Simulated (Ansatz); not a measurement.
SbPt:
```yaml
crystal:
  lattice:
    - [4.18727, 0.00000, 0.00000]
    - [-2.09363, 3.62628, 0.00000]
    - [0.00000, 0.00000, 5.51153]
  atoms:
    - { symbol: Pt, position: [0.00000, 0.00000, 0.00000] }
    - { symbol: Pt, position: [0.00000, 0.00000, 0.50000] }
    - { symbol: Sb, position: [0.33333, 0.66667, 0.25000] }
    - { symbol: Sb, position: [0.66667, 0.33333, 0.75000] }
```

Relaxed with r²SCAN. Special points in fractions of this cell's reciprocal vectors: Γ (0.000, 0.000, 0.000); M (0.500, 0.000, 0.000); K (0.333, 0.333, 0.000); A (0.000, 0.000, 0.500); L (0.500, 0.000, 0.500); H (0.333, 0.333, 0.500).

**Question.** List the band energies nearest the Fermi level at these points for plane-wave PAW r²SCAN with spin–orbit coupling (Ansatz code).

**Answer.** In eV from the Fermi level; about four levels below and three above (degenerate sets whole), none deeper than 8.9 eV; points with the same levels are listed once.

```json
[
 {"k": "Γ", "below": "-1.95 -1.95 -0.74 -0.74", "above": "0.26 0.26 0.78 0.78"},
 {"k": "M", "below": "-2.01 -2.01 -0.57 -0.57", "above": "1.97 1.97 4.38 4.38"},
 {"k": "K", "below": "-0.65 -0.65 -0.49 -0.49", "above": "0.69 0.69 0.92 0.92"},
 {"k": "A", "below": "-1.16 -1.16 -1.16 -1.16", "above": "2.11 2.11 2.11 2.11"},
 {"k": "L", "below": "-2.85 -2.85 -2.85 -2.85", "above": "0.36 0.36 0.36 0.36"},
 {"k": "H", "below": "-1.90 -1.90 -1.69 -1.69", "above": "4.25 4.25 4.34 4.34"}
]
```

Space group P6_3/mmc (NiAs type). The workflow started from an entry of the Crystallography Open Database (COD). Whether it is the stable phase at ambient conditions was not checked. The r²SCAN relaxation kept the symmetry of its start; its stability against distortions is not shown here. No spin polarisation was allowed.

Potentials: the later of the program's two PAW sets.
